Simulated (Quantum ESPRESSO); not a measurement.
C (made-up cell, one site empty) (calculated)

Calculation on a made-up crystal cell, not a measurement: periodic Kohn-Sham density functional theory in plane waves with PseudoDojo standard norm-conserving scalar-relativistic pseudopotentials, each functional with its own files (v0.5 for PBE, v0.4.1 for LDA and PBEsol), no spin polarisation, no spin-orbit coupling, atoms not relaxed, stress positive in tension, energies less a fixed whole-eV offset for each atom's element; levels are Kohn-Sham levels at fractions of this cell's reciprocal vectors, counted from the reference band (half the neutral cell's valence electrons, rounded up) at Gamma; error bars cover cutoff and k-mesh only, not smearing or the files; each bar is the largest change over components, and at least 0.002 eV, 0.002 eV per angstrom or 0.02 GPa; added strain carries the atoms with the cell, and shear is the tensor component; energies are for the whole cell, and the offsets were chosen from early runs and are not element reference energies; machines and their load varied, so run times do not measure scaling. Program: Quantum ESPRESSO 7.5.

### C (made-up cell, one site empty)

```cif
# cell vector a (Å): 3.5277 0.0316 0.0035
# cell vector b (Å): 0.0316 3.5731 0.0408
# cell vector c (Å): 0.0035 0.0408 3.5939
data_C
_symmetry_space_group_name_H-M 'P 1'
_symmetry_Int_Tables_number 1
_cell_length_a 3.5278
_cell_length_b 3.5735
_cell_length_c 3.5941
_cell_angle_alpha 88.695
_cell_angle_beta 89.882
_cell_angle_gamma 88.979
_cell_volume 45.29
loop_
_atom_site_label
_atom_site_type_symbol
_atom_site_fract_x
_atom_site_fract_y
_atom_site_fract_z
_atom_site_occupancy
C1 C 0.94202 0.00833 0.99184 1
C2 C 0.00304 0.52913 0.50444 1
C3 C 0.49529 0.01866 0.51165 1
C4 C 0.45581 0.47883 0.03397 1
C5 C 0.25905 0.25416 0.23443 1
C6 C 0.27833 0.76608 0.75021 1
C7 C 0.75198 0.78239 0.25890 1
```

It was run with lattice type zincblende/diamond, empty site 7, functional pbe, cutoff 1116 eV, fermi dirac smearing 0.1 eV, scf tolerance 1e-07 eV, electrons removed 0, run command pw.x -nk 1 -in in, run processor AMD EPYC, Zen 5 class, virtual cores and k mesh 7 x 7 x 7, shifted by half a step.

Atoms:
```csv
atoms element,atom site,atom energy offset (eV)
C,1,-163
C,2,-163
C,3,-163
C,4,-163
C,5,-163
C,6,-163
C,8,-163
```

**Q.** What fermi level does the calculation give for C (made-up cell, one site empty)?
**A.** -1.044 eV

**Q.** What stress xz does the calculation give for C (made-up cell, one site empty)?
**A.** 22.11 GPa

**Q.** Give the missing pressure for C (made-up cell, one site empty).
**A.** 4.287 GPa

**Q.** Give the missing stress xy for C (made-up cell, one site empty).
**A.** -14.99 GPa

Further results for C (made-up cell, one site empty):

| Item | Value |
| --- | --- |
| free energy less offsets | 2.752 eV |
| scf iterations | 11 |
| smearing term minus ts | -0.04691 eV |
| stress xx | -5.082 GPa |
| stress yy | -2.684 GPa |
| stress zz | -5.094 GPa |
| stress yz | 17.74 GPa |
| reference band | 14 |
| error bar energy | 0.003363 eV |
| error bar stress | 0.275 GPa |
| error bar force | 0.01938 eV/Å |
| error bar next band up | 0.002 eV |
| error bar fermi level | 0.00693 eV |
| error bars from | tighter rerun of this cell |
| wall time of scf and band steps on a shared machine | 224.5 s |

Forces:
```csv
site,x (eV/Å),y (eV/Å),z (eV/Å)
1,5.456,0.9076,-0.3537
2,2.175,0.9814,-2.299
3,0.08175,-2.237,-2.164
4,5.558,9.687,-4.406
5,-6.442,-3.835,6.226
6,-4.709,-2.209,1.168
8,-2.12,-3.295,1.829
```

Levels:
```csv
level k point,next band up (eV)
Gamma,0.9757
"(1/2,1/2,1/2)",0.4352
"(0.15,0,0)",0.5558
"(0,0.15,0)",0.6287
"(0,0,0.15)",0.5258
```
